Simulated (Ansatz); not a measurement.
**Clamped-ion strain scan in AlCu**

Level of theory: Ansatz, DFT r2SCAN, scalar-relativistic, plane waves, PAW. The runs took a 500 eV cutoff, a Γ-centred 16×16×16 mesh and Gaussian smearing (0.15 eV). No spin polarisation. Energies are free energies at this smearing, counted from the undisturbed cell; pressure is positive in compression.

Zero of the scan (as given, not relaxed at this level; it stands at -4.9 GPa, and it needn't be the usual structure):

```
CELL_PARAMETERS angstrom
2.99751 0.00000 0.00000
0.00000 2.99751 0.00000
0.00000 0.00000 2.99751
ATOMIC_POSITIONS crystal
Al 0.00000 0.00000 0.00000
Cu 0.50000 0.50000 0.50000
```

The cell is strained by ε times the Voigt pattern (0, 0, 0, 0, 0, 1) (xx, yy, zz, yz, xz, xy; engineering shear) with fractional coordinates fixed. The cell is metallic on the mesh throughout.

```csv
ε,ΔE (meV/atom),"stress summed along the pattern (GPa, tension positive)",pressure (GPa)
-0.0400,2.5,-1.77,-4.7
-0.0200,0.5,-0.74,-4.8
0.0000,0.0,0.00,-4.9
0.0050,0.0,0.16,-4.9
0.0100,0.1,0.34,-4.9
0.0150,0.3,0.53,-4.9
0.0250,0.9,0.97,-4.8
0.0300,1.3,1.21,-4.8
0.0350,1.8,1.48,-4.7
```

By symmetry 0.0400 repeats -0.0400, -0.0300 repeats 0.0300, 0.0200 repeats -0.0200, -0.0100 repeats 0.0100 in energy, with the opposite slope along the path.